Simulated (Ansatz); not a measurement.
Input and command of a calculation in Ansatz (plane waves; scalar-relativistic PAW potentials unless the input names others):

```yaml
crystal:
  lattice:
    - [0.2783755574, 5.4800112227, 5.4802890317]
    - [5.4800112227, 0.2783755574, 5.4802890317]
    - [5.7583867801, 5.7583867801, 0.0]
  atoms:
    - { symbol: Rb, position: [0.7335769761, 0.7335769761, 0.8256482382] }
    - { symbol: Rb, position: [0.2664230239, 0.2664230239, 0.2928021905] }
    - { symbol: Sc, position: [0.0, 0.0, -0.0179809344] }
    - { symbol: Tl, position: [0.5, 0.5, 0.4913436539] }
    - { symbol: Cl, position: [0.7599663431, 0.2400336569, 0.1942239344] }
    - { symbol: Cl, position: [0.225781847, 0.225781847, 0.7504618841] }
    - { symbol: Cl, position: [0.2337056694, 0.7662943306, 0.7650722712] }
    - { symbol: Cl, position: [0.2400336569, 0.7599663431, 0.1942239344] }
    - { symbol: Cl, position: [0.7662943306, 0.2337056694, 0.7650722712] }
    - { symbol: Cl, position: [0.774218153, 0.774218153, 0.2020255781] }
basis:
  ecutwfc: 420
kpoints:
  mp_grid: { grid: [4, 4, 4] }
hamiltonian:
  xc: pbesol
scf:
  max_iter: 100
output:
  forces: true
  eigenvalues: true
  stress: true
```

```bash
ansatz run input.yaml --threads 2 --pin off --max-ram 5120MiB --backend cpu --events-out ev --progress --plain --runs-dir out
```

Will this input run?

The program refuses it, because of no occupation method (scf.occupations: {"method": "gaussian", "width": 0.05} → not typed). With the sound run's settings it is accepted.

Abridged log:
```
Error: YAML parse error: `scf.occupations.method` is required: fixed only where the cell keeps a band gap throughout the run, explicit beside scf.occupations.values (under evaluate: without them), else a smearing such as fermi_dirac (scf.occupations.width is optional; its entry in the input reference gives the default)
```